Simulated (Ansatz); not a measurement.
BaTiO$_{3}$:
```xyz
5
Lattice="3.9699 0.0000 0.0000 0.0000 3.9699 0.0000 0.0000 0.0000 3.9699" Properties=species:S:1:pos:R:3 pbc="T T T"
Ba     0.0000     0.0000     0.0000
Ti     1.9849     1.9849     1.9849
O      0.0000     1.9849     1.9849
O      1.9849     1.9849     0.0000
O      1.9849     0.0000     1.9849
```

PBEsol in the plane-wave PAW code Ansatz gives a gap of 1.82 eV without spin–orbit coupling, maximum at R, minimum at Γ.

### Question
What happens when spin–orbit coupling is switched on?

### Answer
The gap decreases by 0.02 eV, to 1.80 eV; maximum at R, minimum at Γ.

### Question
Give the electron effective mass with spin–orbit coupling, band 1 of 2 at the edge.

### Answer
1.1 along [100], 0.75 along [110], 0.62 along [111] (mₑ).

### Question
Give the electron effective mass with spin–orbit coupling, band 2 of 2 at the edge.

### Answer
0.39 along [100], 0.46 along [110], 0.52 along [111] (mₑ).

Space group Pm-3m (cubic perovskite). This is a known high-temperature phase of the composition, computed here at zero pressure and temperature. Symmetry was held in the PBEsol relaxation; its stability against distortions is not shown here. The run is not spin-polarised.

Potentials: the later of the program's two PAW sets.
